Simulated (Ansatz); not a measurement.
Molecular dynamics on a 2×2×2 supercell (16 atoms) of InAs (zincblende), relaxed with r2SCAN. Forces come from PBEsol in the PAW code Ansatz: constant energy and volume (NVE), velocities drawn at 1300 K, steps of 3 fs. Classical nuclei, no spin polarisation; a few dozen steps show the first response, not equilibrium.

```yaml
crystal:
  lattice:
    - [0.0, 6.1091809311, 6.1091809311]
    - [6.1091809311, 0.0, 6.1091809311]
    - [6.1091809311, 6.1091809311, 0.0]
  atoms:
    - { symbol: In, position: [0.0, 0.0, 0.0] }
    - { symbol: As, position: [0.125, 0.125, 0.125] }
    - { symbol: In, position: [0.0, 0.0, 0.5] }
    - { symbol: As, position: [0.125, 0.125, 0.625] }
    - { symbol: In, position: [0.0, 0.5, 0.0] }
    - { symbol: As, position: [0.125, 0.625, 0.125] }
    - { symbol: In, position: [0.0, 0.5, 0.5] }
    - { symbol: As, position: [0.125, 0.625, 0.625] }
    - { symbol: In, position: [0.5, 0.0, 0.0] }
    - { symbol: As, position: [0.625, 0.125, 0.125] }
    - { symbol: In, position: [0.5, 0.0, 0.5] }
    - { symbol: As, position: [0.625, 0.125, 0.625] }
    - { symbol: In, position: [0.5, 0.5, 0.0] }
    - { symbol: As, position: [0.625, 0.625, 0.125] }
    - { symbol: In, position: [0.5, 0.5, 0.5] }
    - { symbol: As, position: [0.625, 0.625, 0.625] }
kpoints:
  mp_grid: { grid: [2, 2, 2] }
hamiltonian:
  xc: pbesol
scf:
  occupations: { method: fermi_dirac, width: 0.112 }
md:
  ensemble: nve
  temperature: 1300
  timestep: 3.0
  n_steps: 20
  initial_velocities: maxwell_boltzmann
  seed: 6866
```

Run as `ansatz run input.yaml --threads 4 --pin off --max-ram 3686MiB --backend cpu --events-out ev --progress --plain --runs-dir out`. It took 2.3 min on 4 threads of Arm Neoverse V1, with other jobs on the host, load about 0.9 per core; peak host memory 1.9 GiB.

```csv
step,t (fs),T (K),free energy F from step 0 (meV/atom),kinetic energy (meV/atom),largest force (eV/Å)
0,0,1300,0.0,157.5,0.00
1,3,1292,1.0,156.5,0.29
2,6,1267,4.0,153.5,0.58
3,9,1226,8.9,148.6,0.88
4,12,1172,15.5,142.0,1.17
5,15,1106,23.5,134.1,1.47
6,18,1032,32.5,125.1,1.77
7,21,954,42.1,115.6,2.04
8,24,875,51.7,106.0,2.29
9,27,800,60.8,97.0,2.50
10,30,734,68.8,88.9,2.67
11,33,679,75.5,82.2,2.77
12,36,638,80.5,77.3,2.80
13,39,613,83.5,74.3,2.77
14,42,604,84.6,73.2,2.68
15,45,609,84.0,73.8,2.54
16,48,626,81.9,75.9,2.36
17,51,653,78.6,79.1,2.16
18,54,686,74.5,83.1,1.96
19,57,722,70.1,87.5,1.77
20,60,759,65.7,91.9,1.61
```

The temperature starts at 1300 K, is lowest at step 14 (604 K, 42 fs) and ends at 759 K. The atoms start on their lattice sites with kinetic energy alone, so much of it first passes into potential energy. The conserved energy stays within 0.24 meV an atom. By the last step the atoms have moved 0.24 Å in the root mean square, the drift of the whole cell taken out, 0.38 Å at most.

Positions (Å) and forces (eV/Å) at step 20:
```
In   0.057  -0.173  -0.018     0.311   1.303  -0.563
As   1.560   1.612   1.543    -0.124  -0.505  -0.566
In   3.168   3.237   0.158    -0.464  -0.581  -0.383
As   4.688   4.710   1.619    -0.892   0.559   0.487
In   2.979   0.081   3.185    -0.648  -0.026   0.151
As   4.535   1.506   4.603     1.000   0.409   0.191
In   6.205   3.034   2.715    -0.280  -0.686   1.424
As   7.588   4.391   4.537     0.327   0.197  -0.088
In  -0.056   3.147   2.855    -0.112  -0.187   0.355
As   1.465   4.472   4.497     1.111   0.542   0.131
In   3.223   6.390   3.239    -0.883  -0.844  -0.143
As   4.771   7.801   4.746    -0.201   0.296  -0.175
In   3.012   2.973   6.218    -0.611  -0.419  -0.921
As   4.284   4.604   7.700     0.817   0.216  -0.303
In   5.994   5.853   5.984    -0.068  -0.013   0.446
As   7.544   7.398   7.566     0.717  -0.262  -0.041
```
